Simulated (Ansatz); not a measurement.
Equation of state of NaSnAu

A database entry relaxed whole under r2SCAN (Pnma):

```xyz
12
Lattice="7.5318 0.0000 0.0000 0.0000 4.5996 0.0000 0.0000 0.0000 8.0911" Properties=species:S:1:pos:R:3 pbc="T T T"
Na    3.6510    1.1499    2.6355
Na    3.8808    3.4497    5.4556
Na    7.4169    1.1499    1.4101
Na    0.1149    3.4497    6.6811
Sn    2.5361    1.1499    7.5655
Sn    4.9957    3.4497    0.5256
Sn    6.3020    1.1499    4.5712
Sn    1.2298    3.4497    3.5200
Au    1.5442    1.1499    5.0248
Au    5.9876    3.4497    3.0664
Au    5.3101    1.1499    7.1119
Au    2.2217    3.4497    0.9792
```

The cell was scaled uniformly, its shape held, and the atoms relaxed at each volume with plane-wave PAW DFT (Ansatz 0.2.0; r2SCAN, 500 eV, 5×7×4 Γ-centred mesh, fermi-dirac occupations of width 0.100 eV; no spin, no spin-orbit coupling). One row is withheld.

```tsv
volume (Å³/atom)	energy over the lowest (meV/atom)	pressure (GPa)
21.957	15.7	3.87
22.424	?	?
22.891	1.6	1.13
23.359	0.0	0.00
23.826	1.5	-0.99
24.293	5.7	-1.87
24.760	12.4	-2.64
```

Task: Fit the pressures of the other rows to the third-order Birch-Murnaghan form.

Result: With f = [(V₀/V)^(2/3) − 1]/2 and P = 3B₀f(1 + 2f)^(5/2)[1 + 3(B₀′ − 4)f/2], least squares gives V₀ = 23.36 Å³ an atom, B₀ = 53 GPa and B₀′ = 5.3; the rows miss the fit by less than 0.01 GPa. The slope of the energies differs from these pressures by less than 0.05 GPa.

Task: What does the withheld row hold?

Result: The fit gives 2.41 GPa at 22.424 Å³; the run gave 2.42 GPa and 6.7 meV an atom.

Caveats: the shape of the cell was held, so B₀ is an upper bound where the axes differ in stiffness; 0 K, fixed nuclei; the symmetry was kept, and this need not be the phase that is stable at 0 K; one mesh for all volumes; pressure is positive in compression.
